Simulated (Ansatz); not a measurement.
MgO:
```
CELL_PARAMETERS angstrom
      5.56596     0.00000     0.00000
      0.00000     5.56596     0.00000
      0.00000     0.00000     3.29312
ATOMIC_POSITIONS crystal
  Mg 0.32098 0.67902 0.00000
  Mg 0.67902 0.32098 0.00000
  Mg 0.82098 0.82098 0.50000
  Mg 0.17902 0.17902 0.50000
  O  0.31673 0.31673 0.00000
  O  0.68327 0.68327 0.00000
  O  0.18327 0.81673 0.50000
  O  0.81673 0.18327 0.50000
```

Relaxed with PBE. Special points in fractions of this cell's reciprocal vectors: Γ (0.000, 0.000, 0.000); X (0.000, 0.500, 0.000); M (0.500, 0.500, 0.000); Z (0.000, 0.000, 0.500); R (0.000, 0.500, 0.500); A (0.500, 0.500, 0.500).

Question: List the band energies nearest the valence-band maximum at these points for plane-wave PAW PBE (Ansatz code).

Answer: In eV from the valence-band maximum; about four levels below and three above (degenerate sets whole), none deeper than 8.9 eV; points with the same levels are listed once.

```csv
k,below,above
Γ,-0.30 -0.04 -0.04 -0.01,3.38 8.28 8.36
X,-0.30 -0.30 -0.27 -0.27,5.51 5.51 8.00 8.00
M,-0.41 -0.41 -0.36 -0.36,6.55 6.55 6.66 6.66
Z,-0.76 -0.76 -0.50 -0.50,7.70 7.70 8.83 8.83
R,-0.57 -0.57 -0.21 -0.21,7.91 7.91 8.01 8.01
A,-0.52 -0.52 -0.42 -0.42,7.13 7.13 7.84 7.84
```

Space group P4_2/mnm. The start of the workflow was typed in or built on a structure type; neither database checked (COD, Materials Project) lists it. It is not the phase usual at ambient conditions (space group No. 225). Symmetry was held in the PBE relaxation; its stability against distortions is not shown here.

Potentials: the earlier of the program's two PAW sets.
